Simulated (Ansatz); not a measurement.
**TiNi: computed property card**

TiNi:
```cif
data_Ni2Ti2
_chemical_formula_sum 'Ti2 Ni2'
_space_group_name_H-M_alt 'P21/m'
_space_group_IT_number 11
_space_group_name_Hall '-P 2yb'
_cell_length_a 2.84947
_cell_length_b 3.92271
_cell_length_c 4.81351
_cell_angle_alpha 90.000
_cell_angle_beta 107.114
_cell_angle_gamma 90.000
loop_
_atom_site_label
_atom_site_type_symbol
_atom_site_symmetry_multiplicity
_atom_site_Wyckoff_symbol
_atom_site_fract_x
_atom_site_fract_y
_atom_site_fract_z
_atom_site_occupancy
Ti1 Ti 2 e 0.35749 0.25000 0.21402 1
Ni1 Ni 2 e 0.08487 0.25000 0.67051 1
```

Space group P2_1/m (No. 11); conventional cell a = 2.849 Å, b = 3.923 Å, c = 4.814 Å, α = γ = 90.00°, β = 107.11°.

Method: DFT-LDA in the program Ansatz with PAW potentials. The cell and atoms are relaxed at this level. Other levels are named where they apply.

### Cell and energy

```json
{
  "volume_per_atom": "12.86 Å³",
  "density": "6.88 g/cm³",
  "Formation energy from the elements (no fitted shifts)": "-0.43 eV/atom"
}
```

### Electronic structure

```json
{
  "electronic_character": "metallic (no gap)",
  "Density of states at the Fermi level": "0.45 states/eV per atom (mean over ±0.08 eV)"
}
```

The first step of the workflow began from a Materials Project structure, measured or hypothetical; the Crystallography Open Database files this formula in space group No. 11, but the cells were not matched. Whether it is the stable phase at ambient conditions was not checked. The cell was relaxed with LDA under the symmetry of its start; whether a distortion lowers the energy is not shown. The run is not spin-polarised. Axis ratios of metals converge slowly with the k-mesh, so a and c are less sure than the volume. The references are the lowest solids computed at this level, not always the standard phases.

Potentials: the later of the program's two PAW sets.
